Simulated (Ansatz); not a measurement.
Si2Ni in space group Cmcm (No. 63; Si on 4c, Si on 4c, Ni on 4c), plane-wave PAW PBE (Ansatz code), all energies at zero smearing, with the estimated change up to a 700 eV cutoff added, with one set of potentials and settings (totals compare only within such a set). Cell of 6 atoms (4 Si, 2 Ni): -14222.594 eV.

```
element                             reference phase  E (eV/atom)
-------  ------------------------------------------  -----------
Si                       Fd-3m, 2 atoms in the cell    -635.8096
Ni       Fm-3m, 1 atoms in the cell, spin-polarised   -5839.7239
```

Formation energy per atom, worked out: (-14222.594 − 4×(-635.8096) − 2×(-5839.7239))/6 = 0.015 eV/atom (1 kJ per mol of atoms), at 0 K, without zero-point energy or fitted corrections.

A made-up cell: these elements were put on the sites of a structure type; neither database checked (COD, Materials Project) lists it. It is not the phase usual at ambient conditions (space group No. 225). Symmetry was held in the PBE relaxation; its stability against distortions is not shown here. The workflow began spin-polarised and lost its moments. The references are the lowest solids computed at this level, not always the standard phases.

Potentials: the later of the program's two PAW sets.
